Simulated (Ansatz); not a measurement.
GaN (rock salt), conventional cell a = 4.219 Å, b = 4.219 Å, c = 4.219 Å, α = 90.00°, β = 90.00°, γ = 90.00°. The calculation uses the primitive cell of 2 atoms, to which meshes and values per cell refer.

E(V) scan at fixed shape, V₀ the volume above. Symmetry pins the atoms to their sites.

Calculation: PBEsol (plane waves to 420 eV, PAW, scalar-relativistic; Ansatz, an electronic-structure program). k mesh 13×13×13 (Γ-centred), Fermi-Dirac smearing 0.05 eV. Energies are smeared free energies. GaN was relaxed with its symmetry unable to fall. This is one of several known forms of GaN; the measured ambient cells at hand have space group No. 186 or 216. The zero of ΔE is the relaxed starting cell.

| V (Å³/atom) | ΔE (meV/atom) |
|---|---|
| 8.827 | 27.5 |
| 8.968 | 15.0 |
| 9.109 | 6.5 |
| 9.250 | 1.6 |
| 9.390 | 0.0 |
| 9.531 | 1.5 |
| 9.672 | 5.8 |
| 9.813 | 12.6 |
| 9.954 | 21.9 |

Problem. What is the fitted pressure derivative B₀′?

Solution. 4.6.

Problem. What bulk modulus B₀ follows from a third-order Birch-Murnaghan fit?

Solution. 232 GPa. Check by three points about V = 9.390 Å³/atom, step 0.141: d²E/dV² ≈ (1.6 − 2·0.0 + 1.5) meV / 0.141² = 0.156 eV/Å⁶, and V·d²E/dV² × 160.2 = 235 GPa.

(A scan under strain: stresses follow from slopes of the energy per volume, elastic moduli from its curvatures.)
